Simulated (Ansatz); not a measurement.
HfRu: moving Ru off its site

HfRu, Pm-3m, a = 3.225 Å (as given, not relaxed at this level: -3.1 GPa). The structure is a COD entry; whether it is the stable form wasn't checked. Ansatz: PBEsol, PAW, 420 eV, Γ-centred 14×14×14 mesh on 2 atoms, Gaussian smearing 0.15 eV; no spin polarisation.

```xyz
2
Lattice="3.2250 0.0000 0.0000 0.0000 3.2250 0.0000 0.0000 0.0000 3.2250" Properties=species:S:1:pos:R:3 pbc="T T T"
Hf    0.0000    0.0000    0.0000
Ru    1.6125    1.6125    1.6125
```

Atom 2 (Ru) moves by x along the unit vector (1.000, 0.000, 0.000), with its periodic images; all else is held. y is the free energy of the cell over the start, F the force along the path summed over the moved atoms. Symmetry makes y even in x.

```tsv
x (Å)	y (meV)	F (eV/Å)
-0.1000	?	?
-0.0500	7.98	0.32
0.0000	0.00	0.00
0.0125	0.50	-0.08
0.0250	2.00	-0.16
0.0375	4.49	-0.24
0.0625	12.47	-0.40
0.0750	17.96	-0.48
0.0875	24.44	-0.56
```

Task: Fit y = c2 x² + c4 x⁴ to the energies of the other rows, give the force constant, and predict energy and force of the missing row.

Result: Least squares on the rows shown. y = 3193.1 x² − 109.50 x⁴. The force constant is 2 c2 = 6.39 eV/Å², for the cell as given, at -3.1 GPa (for all images moving together, not for a lone atom). With two atoms in a cubic cell this is the optical mode at Γ (in a metal it hangs on mesh and smearing): ω = 521.5 √(2 c2/μ) = 164 cm⁻¹ for μ = 64.53 u. The force −dy/dx at the missing row is 0.64 eV/Å (computed 0.64). At x = -0.1000 the fit asked for gives 31.92 meV. The run gave 31.92 meV, the same to the digits shown.

Spin–orbit coupling is left out, which can shift energies with elements as heavy as these.